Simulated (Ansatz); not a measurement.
Te (trigonal-Te type, space group P3_121)

```xyz
3
Lattice="4.5209 0.0000 0.0000 -2.2604 3.9152 0.0000 0.0000 0.0000 5.9543" Properties=species:S:1:pos:R:3 pbc="T T T"
Te     1.2121     0.0000     1.9848
Te    -0.6061     1.0497     3.9695
Te     1.6544     2.8655     0.0000
```

The slice is a (0001) plane (indices of the conventional cell) through the point (0.268, 0.000, 0.333) (fractional), spanned by u = [110] and v = [1 -1 0] in vectors of this cell: u (4.52 Å) and v (7.83 Å, at 90° to u). It covers one period; positions are fractions (u, v).

Computed with PBE (plane waves to 420 eV, PAW, scalar-relativistic; Ansatz, a first-principles code). k mesh 9×9×6. These are valence fields of a PAW run, semicore shells included where kept as valence: close to a nucleus they are smooth pseudo fields. Spin-orbit coupling is left out, though Te is heavy. Te was relaxed with its symmetry unable to fall.

Task: Predict the map of the electrostatic potential energy of an electron, from the cell's mean on the slice.

Result: 
| v \ u | 0.00 | 0.17 | 0.33 | 0.50 | 0.67 | 0.83 |
|---|---|---|---|---|---|---|
| 0.88 | x | -3.4 | 3.5 | 3.9 | 2.9 | <-4.0 |
| 0.75 | 3.3 | 3.9 | 4.1 | 3.8 | 3.9 | 3.7 |
| 0.62 | 4.2 | 3.5 | -3.1 | x | -3.7 | 3.3 |
| 0.50 | 4.1 | 1.4 | x | x | x | 1.7 |
| 0.38 | 3.9 | 2.9 | <-4.0 | x | -3.4 | 3.5 |
| 0.25 | 3.8 | 3.9 | 3.7 | 3.3 | 3.9 | 4.1 |
| 0.12 | x | -3.7 | 3.3 | 4.2 | 3.5 | -3.1 |
| 0.00 | x | x | 1.7 | 4.1 | 1.4 | x |

Values: electrostatic potential energy of an electron, from the cell's mean, in eV. Points within 1 Å of a nucleus are blanked (x), as the pseudised field means little there. Values under -4 eV are set to -4. The zero, the cell's mean, hangs on the PAW cores.
